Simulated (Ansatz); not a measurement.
Starting structure of a cell relaxation (symmetry kept):

```xyz
6
Lattice="0.0000 3.0485 3.0485 3.0485 0.0000 3.0485 3.0485 3.0485 0.0000" Properties=species:S:1:pos:R:3 pbc="T T T"
Be    3.8106    3.8106    3.8106
Be    3.8106    2.2864    2.2864
Be    2.2864    2.2864    3.8106
Be    2.2864    3.8106    2.2864
Be    1.5243    1.5243    1.5243
Au    0.0000    0.0000    0.0000
```

Theory: Ansatz, DFT r2SCAN, scalar-relativistic, plane waves, PAW.

Plane waves to 500 eV, a k mesh through Γ of 10×10×10 on the computed 6-atom cell and Gaussian smearing (0.10 eV); no spin polarisation.

Problem. What does it relax to?

Solution. The volume stays the same within 0.01 Å³/atom to 9.45 Å³/atom, and the energy changes by under 0.1 meV/atom. Final structure:
Space group F-43m (No. 216). a = 6.098 Å, b = 6.098 Å, c = 6.098 Å, α = 90.00°, β = 90.00°, γ = 90.00°
```csv
atom,site,symmetry,x,y,z
Be,16e,.3m,0.1247,0.3753,0.1247
Be,4d,-43m,0.2500,0.2500,0.7500
Au,4a,-43m,0.0000,0.0000,0.0000
```

Spin–orbit coupling is left out, which can shift energies with elements as heavy as these.

Cost: 1 run of about 1 core-minutes, on Arm Neoverse V1 (shared hosts).